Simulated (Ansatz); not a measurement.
This cell of PbS (rock salt) is off equilibrium:

```yaml
crystal:
  lattice:
    - [0.00000, 2.98725, 2.98725]
    - [2.98725, 0.00000, 2.98725]
    - [2.98725, 2.98725, 0.00000]
  atoms:
    - { symbol: S, position: [0.00000, 0.00000, 0.00000] }
    - { symbol: Pb, position: [0.56026, 0.43974, 0.43974] }
```

All values below come from r2SCAN (plane waves to 500 eV, PAW, scalar-relativistic; Ansatz, an electronic-structure program). k mesh 8×8×8 (Γ-centred), Fermi-Dirac smearing 0.05 eV. E stands for the smeared free energy. Stress and pressure are positive under compression. PbS was relaxed with its symmetry unable to fall. Spin-orbit coupling is left out, though Pb is heavy.

**Question.** What forces act on the atoms (eV/Å, Cartesian)?

**Answer.** 
```csv
atom,Fx,Fy,Fz
S1,-0.624,0.000,0.000
Pb2,0.624,0.000,0.000
```

**Question.** Give the stress tensor in GPa and the pressure.

**Answer.** 
```
    5.5      0.0      0.0
    0.0      0.4      0.0
    0.0      0.0      0.4
```
The pressure, a third of the trace, is 2.1 GPa.

**Question.** In it atom 2 sits (-0.360, 0.000, 0.000) Å away from its relaxed site. What is its energy relative to the relaxed cell?

**Answer.** 62 meV/cell.

(A displaced cell: forces are minus the slopes of the energy, force constants its curvatures, and phonons follow from these.)
